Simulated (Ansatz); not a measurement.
**Question.** Each is relaxed and computed with plane-wave PAW PBE (Ansatz code). Which is the only metal?
A. KBr, rock salt
B. GaAs, rock salt
C. GaN, Pnma (Ga on 4c, N on 4c)
D. BAs, zinc blende

**Answer.** B, GaAs, rock salt. GaAs: metal; GaN: gap 1.61 eV (direct); KBr: gap 4.31 eV (direct); BAs: gap 1.20 eV (indirect). Typed or built starts, not in the databases checked: GaAs, rock salt; GaN, Pnma (Ga on 4c, N on 4c). Not the usual ambient phase: GaAs, rock salt; GaN, Pnma (Ga on 4c, N on 4c). All cells were relaxed under the symmetry of their starts (and spin orders); stability against distortions was not tested throughout. Spin–orbit coupling is left out wherever it is not named.

Potentials: the later of the program's two PAW sets.
